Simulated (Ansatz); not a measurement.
Problem. Each is relaxed and computed with PBEsol (plane waves, PAW; program Ansatz). Which is the only metal?
A) AgI, P6_422 (Ag on 3c, I on 3d)
B) TaAgO3, R-3c (Ta on 6b, Ag on 6a, O on 18e)
C) BaAg2Ge2, I4/mmm (Ge on 4e, Ag on 4d, Ba on 2a)
D) Cs2YAgCl6, Fm-3m (Cs on 8c, Y on 4b, Ag on 4a, Cl on 24e)

Solution. C, BaAg2Ge2, I4/mmm (Ge on 4e, Ag on 4d, Ba on 2a). BaAg2Ge2: metal; Cs2YAgCl6: gap 3.69 eV (indirect); AgI: gap 0.56 eV (indirect); TaAgO3: gap 1.76 eV (indirect). Typed or built starts, not in the databases checked: AgI, P6_422 (Ag on 3c, I on 3d). Not the usual ambient phase: AgI, P6_422 (Ag on 3c, I on 3d). Standing as an ambient phase not checked: BaAg2Ge2, I4/mmm (Ge on 4e, Ag on 4d, Ba on 2a); Cs2YAgCl6, Fm-3m (Cs on 8c, Y on 4b, Ag on 4a, Cl on 24e); TaAgO3, R-3c (Ta on 6b, Ag on 6a, O on 18e). All cells were relaxed under the symmetry of their starts (and spin orders); stability against distortions was not tested throughout. Rows with no word on spin ran without spin polarisation. Spin–orbit coupling is left out wherever it is not named.

Potentials: the later of the program's two PAW sets.
